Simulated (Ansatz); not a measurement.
# GeCl5, before and after

The guess for GeCl5 was made by a generator: random cell by space group and Wyckoff sites (P4/mmm, No. 123). Lengths were set from tabulated atomic sizes, so they are only a guess.

start.xyz

```xyz
6
Lattice="4.5907 0.0000 0.0000 0.0000 4.5907 0.0000 0.0000 0.0000 7.6937" Properties=species:S:1:pos:R:3 pbc="T T T"
Ge    2.2953    2.2953    0.0000
Cl    0.0000    2.2953    2.0632
Cl    2.2953    0.0000    2.0632
Cl    0.0000    2.2953    5.6305
Cl    2.2953    0.0000    5.6305
Cl    0.0000    0.0000    3.8469
```

The calculation used DFT PBE, scalar-relativistic, plane waves, PAW in Ansatz 0.2.0. Cutoff 420 eV, Gaussian smearing, Γ-centred meshes. Cell and atoms relax first on a coarse mesh and then on a finer one. In between, the cell is made exact in the group found at 0.06 Å. In metals the finer mesh still leaves noise of several meV/atom or more. The steps can't lower the symmetry of their start. No spin polarisation.

end.xyz

```xyz
6
Lattice="4.9398 0.0000 0.0000 0.0000 4.9398 0.0000 0.0000 0.0000 6.8152" Properties=species:S:1:pos:R:3 pbc="T T T"
Ge    2.4699    2.4699    0.0000
Cl    0.0000    2.4699    1.2882
Cl    2.4699    0.0000    1.2882
Cl    0.0000    2.4699    5.5270
Cl    2.4699    0.0000    5.5270
Cl    0.0000    0.0000    3.4076
```

The symmetry stays P4/mmm (No. 123). The volume per atom grows by 2.6 %, from 27.0 to 27.7 Å³. The shortest distance goes from 2.91 Å (Cl–Cl) to 2.58 Å (Cl–Cl). The ratio c/a of the conventional cell changes by a factor of 0.82. The energy falls by about 0.20 eV/atom (the start's value is from the coarse mesh).

```
Volume per atom                          : 27.7 Å³
Density                                  : 2.5 g/cm³
Formation energy                         : +0.06 eV/atom
Gap on the 8×8×6 mesh of the 6-atom cell : 0 eV (a metal)
```

Energies over the elements count from the elements' standard structures at the same level (Cl₂ as a molecule), with no fitted energy shifts. A positive value: parting into the elements would lower its energy.

The last run used Gaussian smearing of 0.10 eV. Weakly bound directions are ill-defined at this level, which has no dispersion term. An odd number of electrons in the primitive cell allows no gap without spin; a larger cell or a magnetic state could open one. The cell is a metal run without spin; a magnetic state may lie lower. Symmetry constrained the relaxation, so the result can be a saddle point. In all, the 4 runs took 4.5 min on 1 thread of Intel(R) Xeon(R) Processor @ 2.50GHz (Skylake/Cascade Lake) (shared host). Another cell of GeCl5 relaxed alike, in P6/mmm, lies 222 meV/atom lower, so this cell isn't the stable form at this level.
